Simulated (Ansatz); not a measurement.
The start is a randomly generated symmetric cell of FeSi (space group No. 191). A full variable-cell relaxation at zero pressure is run with PBEsol (plane waves to 420 eV, PAW, scalar-relativistic; Ansatz, a program for electronic structure). The first steps use a coarse 5×5×6 k-mesh.

Starting cell:
```
FeSi
1.0
    5.08099     0.00000     0.00000
   -2.54049     4.40027     0.00000
    0.00000     0.00000     3.61463
Fe Si
3 3
Direct
  0.50000   0.00000   0.50000
  0.00000   0.50000   0.50000
  0.50000   0.50000   0.50000
  0.50000   0.00000   0.00000
  0.00000   0.50000   0.00000
  0.50000   0.50000   0.00000
```
Spin-polarised start, with parallel moments on Fe.

```json
{
 "outcome": "The space group stays P6/mmm (No. 191) (the run could not lower it), with 6 atoms in the primitive magnetic cell",
 "energy_released": "about 1.4 eV/atom",
 "volume_change": "+18.3 %, from 13.47 to 15.93 Å³/atom",
 "band_gap_at_the_end": "no gap (metallic)",
 "moments_at_the_end": "net 1.09 μB/atom, ferromagnetic",
 "optimiser_moves": "16"
}
```

Relaxed structure:

```cif
data_Fe3Si3
_chemical_formula_sum 'Fe3 Si3'
_space_group_name_H-M_alt 'P6/mmm'
_space_group_IT_number 191
_space_group_name_Hall '-P 6 2'
_cell_length_a 4.91929
_cell_length_b 4.91929
_cell_length_c 4.56151
_cell_angle_alpha 90.000
_cell_angle_beta 90.000
_cell_angle_gamma 120.000
loop_
_atom_site_label
_atom_site_type_symbol
_atom_site_symmetry_multiplicity
_atom_site_Wyckoff_symbol
_atom_site_fract_x
_atom_site_fract_y
_atom_site_fract_z
_atom_site_occupancy
Fe1 Fe 3 g 0.50000 0.50000 0.50000 1
Si1 Si 3 f 0.00000 0.50000 0.00000 1
```

Final values are on a 11×11×10 k-mesh of the relaxed cell. The start holds a very short contact (Si–Fe 1.81 Å). Spin state reached: ferromagnetic (net 1.09 μB/atom), from parallel starting moments; other spin orders were not run from this start.

The run could not lose the symmetry of its start, so the end can be a saddle point.

All atoms sit on sites fixed by symmetry, so only the cell could relax.

The relaxed structure here is a generated cell of FeSi: the first start was made by a random draw of sites in a space group, and the end was not matched to a known phase here, so it may be hypothetical.
